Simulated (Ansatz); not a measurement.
**Compressing H4BrN: a fit and a missing row**

H4BrN, P-43m, a = 3.970 Å. The structure is a COD entry; whether it is the stable form wasn't checked. Ansatz: PBEsol, PAW, 420 eV, Γ-centred 6×6×6 mesh on 6 atoms, Gaussian smearing 0.02 eV; no spin polarisation. Shape and atoms are relaxed at each volume; pressure is positive in compression.

| V (Å³/atom) | P (GPa) |
| --- | --- |
| 9.805 | 1.63 |
| 10.118 | ? |
| 10.431 | -0.04 |
| 10.744 | -0.67 |
| 11.057 | -1.18 |

Q: Take V0 = 10.431 Å³/atom, count pressures from its P0 = -0.04 GPa, fit the third-order Birch–Murnaghan form to the other rows, and predict the missing pressure.

A: With the Eulerian strain f = ½[(V0/V)^(2/3) − 1] and y = (P − P0)/[3f(1 + 2f)^(5/2)], the form is the line y = B0 + 1.5 B0 (B0′ − 4) f. Rows (f, y): 0.02106, 23.84; -0.00976, 22.60; -0.01905, 21.98. Means f = -0.002583, y = 22.807; Σ(Δf)² = 0.0008817, ΣΔfΔy = 0.03953; the slope is their ratio. y = 22.92 + 44.83 f GPa, so B0 = 22.9 GPa and B0′ = 4 + 2 × (44.83)/(3 × 22.92) = 5.30. At V = 10.118, f = 0.01026, y = 23.380 and P = 0.72 GPa. The run gave 0.72 GPa, the same to the digits shown.

Cost: 5 runs of about 0.67 core-minutes in all, on Arm Neoverse V2 (shared hosts).